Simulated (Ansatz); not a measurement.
ScGe:
```cif
data_Ge2Sc2
_chemical_formula_sum 'Sc2 Ge2'
_space_group_name_H-M_alt 'P 1'
_space_group_IT_number 1
_cell_length_a 5.42778
_cell_length_b 5.42778
_cell_length_c 3.76312
_cell_angle_alpha 90.000
_cell_angle_beta 90.000
_cell_angle_gamma 136.584
loop_
_space_group_symop_operation_xyz
  'x, y, z'
loop_
_atom_site_label
_atom_site_type_symbol
_atom_site_fract_x
_atom_site_fract_y
_atom_site_fract_z
_atom_site_occupancy
Sc1 Sc 0.86342 0.13658 0.25000 1
Sc2 Sc 0.13658 0.86342 0.75000 1
Ge1 Ge 0.58961 0.41039 0.25000 1
Ge2 Ge 0.41039 0.58961 0.75000 1
```

Relaxed with r²SCAN.

### Question
Tabulate the valence density and the electron localisation function along the shortest Ge–Ge contact (2.61 Å), r²SCAN (plane waves, PAW; program Ansatz).

### Answer


```tsv
distance from Ge (Å)	density (e/Å³)	ELF
0.26	26.01	0.01
0.39	10.73	0.04
0.52	3.81	0.12
0.65	1.52	0.23
0.78	0.80	0.32
0.91	0.53	0.37
1.04	0.42	0.44
1.17	0.38	0.54
1.30	0.36	0.58
1.44	0.38	0.54
1.57	0.42	0.44
1.70	0.53	0.37
1.83	0.80	0.32
1.96	1.52	0.23
2.09	3.81	0.12
2.22	10.73	0.04
2.35	26.01	0.01
```

The density is the valence pseudo-density with augmentation charge, so density and ELF within about 1 Å of a nucleus are not all-electron values.

Space group Cmcm. The workflow started from a Materials Project entry (that database holds measured and hypothetical structures alike); the Crystallography Open Database copy checked does not list it. Whether it is the stable phase at ambient conditions was not checked. The cell was relaxed with r²SCAN under the symmetry of its start; of distortions, only those at the zone centre were tested. The run is not spin-polarised.

Potentials: the later of the program's two PAW sets.
